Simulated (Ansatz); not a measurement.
The cell comes from COD entry 1539818, which wasn't checked; take it as a given geometry. The listed cell was then made from it by scaling, straining or moving an atom.

An input for Y: DFT, LDA, all-electron PAW with datasets made for the crystal, scalar-relativistic (Ansatz 0.2.0).

Command: `ansatz run input.yaml --threads 1 --pin off --max-ram 3072MiB --backend cpu --events-out ev --progress --plain --runs-dir out` The run took 7.5 s on 1 thread of Arm Neoverse V2 (shared host), peak memory 0.4 GiB.

```yaml
crystal:
  lattice:
    - [3.7231154432, 0.0, 0.0]
    - [-1.8615577216, 3.224312555, 0.0]
    - [0.0, 0.0, 5.8601227356]
  atoms:
    - { symbol: "Y", position: [0.3333333333, 0.6666666667, 0.25] }
    - { symbol: "Y", position: [0.6666666667, 0.3333333333, 0.75] }
kpoints:
  mp_grid: { grid: [12, 12, 7] }
scf:
  occupations: { method: fermi_dirac, width: 0.08 }
hamiltonian:
  xc: lda
  pseudopotentials: { kind: all_electron, datasets: crystal }
output:
  forces: true
  stress: true
  eigenvalues: true
  efg: { contact_densities: true }
```

Set-up and iterations as logged by Ansatz (the results part is left out, to be predicted):

```
hamiltonian.pseudopotentials.datasets: crystal makes datasets for this crystal and solves the spheres of its atoms anew in each pass: cutoff 200.0 eV, the density's 800.0 eV; for an error of 0.50 meV an atom under PBE, 1.0 meV for the cell; an energy difference from a run of another recipe may be off by several times the error for the cell, under r2SCAN by more, where some 0.1 meV an atom stays at smaller errors; Y in spheres of 1.376 Å, 11 of its electrons in bands
band count auto-derived: 21 (N_el = 22.0; filled up to band 11; 15 by the electrons, moments and atoms)
Engine: ansatz 0.2.0
Pseudopotentials: kind: all_electron
Pseudopotential: Y, paw, valence charge 11, recommended cutoff 200 eV (normal), Koelling and Harmon's equation, gaussian nucleus
Functional definition: SPW92
  exchange = slater_x
  correlation = pw_c
Crystal: 2 atoms, lattice volume = 70.348 Å³
Basis set: ecut = 200 eV, 439 PW (Γ)
Bands: 21, of which v1, the nominal top of the filled ones, is band 11 counted from 1 (10 counted from 0)
Symmetry: 24 space group operations
Space group: P63/mmc (ITA 194), of the structure as read, at distance tolerance 4.1e-5 Å
k-points: 76 of 1008
Non-local potential: Y, projectors of the file, l = 0: 2, l = 1: 2, l = 2: 2
PAW form: soft (Blöchl's): semilocal exchange-correlation on the pseudo side does not see the compensation charge
PAW one-centre angular grid: Y, 590 points (default); XC on its mesh's 1893 points in the sphere
Initial density: superposition of atomic densities (neutral atoms: chi_scale 0, normalization atom)
Initial wavefunctions: pseudopotential atomic-orbital guess
Functional: x = slater, c = lda
iter 1 solved again at ethr=9.03e-4 eV; its pass at ethr=1.00e-1 eV (dr2=1.99e-1 eV) is discarded
SCF iter   1: F=—  HF=-184032.582086 eV  |F-HF|=—  |Δ(HF+E_count)|=         —  Δρ=1.31e-2  dr2=2.03e-1  ethr=9.03e-4  ⟨swp⟩=3.2  Hψ=8744  notcnv=0
SCF iter   2: F=—  HF=-184032.530197 eV  |F-HF|=—  |Δ(HF+E_count)|=   5.19e-2  Δρ=8.56e-3  dr2=9.05e-2  ethr=9.03e-4  ⟨swp⟩=2.0  Hψ=3191  notcnv=0
iter 3 solved again at ethr=1.08e-5 eV; its pass at ethr=4.11e-4 eV (dr2=2.37e-3 eV) is discarded
SCF iter   3: F=—  HF=-184032.499315 eV  |F-HF|=—  |Δ(HF+E_count)|=   3.09e-2  Δρ=2.37e-3  dr2=2.57e-3  ethr=1.08e-5  ⟨swp⟩=2.0  Hψ=6520  notcnv=0
SCF iter   4: F=—  HF=-184032.500413 eV  |F-HF|=—  |Δ(HF+E_count)|=   1.10e-3  Δρ=1.12e-3  dr2=6.95e-4  ethr=1.08e-5  ⟨swp⟩=2.0  Hψ=2507  notcnv=0
SCF iter   5: F=—  HF=-184032.500379 eV  |F-HF|=—  |Δ(HF+E_count)|=   3.41e-5  Δρ=1.82e-4  dr2=1.85e-5  ethr=3.16e-6  ⟨swp⟩=2.0  Hψ=3571  notcnv=0
SCF iter   6: F=—  HF=-184032.500388 eV  |F-HF|=—  |Δ(HF+E_count)|=   8.55e-6  Δρ=4.86e-5  dr2=1.90e-6  ethr=8.41e-8  ⟨swp⟩=2.7  Hψ=2605  notcnv=0
SCF iter   7: F=-184032.500388 eV  HF=-184032.500388 eV  |F-HF|=1.07e-8  |Δ(HF+E_count)|=   3.27e-8  Δρ=9.42e-6  dr2=4.98e-8  ethr=8.63e-9  ⟨swp⟩=2.6  Hψ=2584  notcnv=0
```

What pressure will this run report?

-5.63 GPa (positive in compression).
